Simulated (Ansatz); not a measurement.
Relaxed-ion elastic tensor of Re (hcp (Mg type), space group No. 194) in GPa (Voigt order), plane-wave PAW LDA (Ansatz code); density 21.57 g/cm³, 14.33 Å³ per atom.

```
664  298  249  0.0  0.0  0.0
298  664  249  0.0  0.0  0.0
249  249  723  0.0  0.0  0.0
0.0  0.0  0.0  179  0.0  0.0
0.0  0.0  0.0  0.0  179  0.0
0.0  0.0  0.0  0.0  0.0  183
```

Q: Is the crystal mechanically stable?

A: Yes: the smallest eigenvalue of C is 179 GPa.

Q: Work out the Voigt, Reuss and Hill averages.

A: K_V = 405, K_R = 405, K_H = 405; G_V = 192, G_R = 190, G_H = 191 GPa.

Q: Give Young's modulus, Poisson's ratio, Pugh's ratio and the universal anisotropy index.

A: E = 9KG/(3K + G) = 494 GPa; ν = 0.30; K/G = 2.12 (ductile by the Pugh limit of 1.75); A_U = 5G_V/G_R + K_V/K_R − 6 = 0.06.

Q: Estimate the sound speeds and the Debye temperature.

A: v_l = √((K + 4G/3)/ρ) = 5530 m/s, v_t = √(G/ρ) = 2970 m/s, mean 3320 m/s; Θ = (h/k)(3n/4πV)^(1/3) v_m = 407 K.

Q: Solve the Christoffel equation for the three sound speeds along x, y, z.

A: Eigenvalues of C_ijkl n_j n_l equal ρv². In km/s, slowest first: x 2.88, 2.91, 5.55; y 2.88, 2.91, 5.55; z 2.88, 2.88, 5.79.

Q: How much does each axis shrink under pressure?

A: Linear compressibilities β_i = Σ_j S_ij (j = 1 to 3): x 0.83, y 0.83, z 0.81 per TPa.

Space group P6_3/mmc (hcp (Mg type)). The cell was relaxed with LDA under the symmetry of its start. No spin polarisation was allowed. As this level gives no gap, shear constants depend on the k-mesh and smearing (Fermi–Dirac, 0.1 eV here). Spin–orbit coupling is left out wherever it is not named.

Potentials: the earlier of the program's two PAW sets. The files were generated under PBE; for other functionals the program regenerates the frozen cores, and for LDA and PBEsol the local potential too.
